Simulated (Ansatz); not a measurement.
AlRu:
```yaml
crystal:
  lattice:
    - [3.00385, 0.00000, 0.00000]
    - [0.00000, 3.00385, 0.00000]
    - [0.00000, 0.00000, 3.00385]
  atoms:
    - { symbol: Ru, position: [0.00000, 0.00000, 0.00000] }
    - { symbol: Al, position: [0.50000, 0.50000, 0.50000] }
```

Relaxed with PBE. Special points in fractions of this cell's reciprocal vectors: Γ (0.000, 0.000, 0.000); X (0.000, 0.500, 0.000); M (0.500, 0.500, 0.000); R (0.500, 0.500, 0.500).

Task: List the band energies nearest the Fermi level at these points for plane-wave PAW PBE with spin–orbit coupling (Ansatz code).

Result: In eV from the Fermi level; about four levels below and three above (degenerate sets whole), none deeper than 8.9 eV; points with the same levels are listed once.

```csv
k,below,above
Γ,-3.53 -3.53 -3.53 -3.53,0.08 0.08 0.08 0.08
X,-1.66 -1.66 -1.54 -1.54,0.41 0.41 2.23 2.23
M,-1.22 -1.22 -1.11 -1.11,1.48 1.48 5.21 5.21
R,-4.61 -4.61 -4.61 -4.61 -4.52 -4.52,1.57 1.57 1.57 1.57
```

Space group Pm-3m (CsCl type). The cell was relaxed with PBE under the symmetry of its start. The run is not spin-polarised.

Potentials: the earlier of the program's two PAW sets.
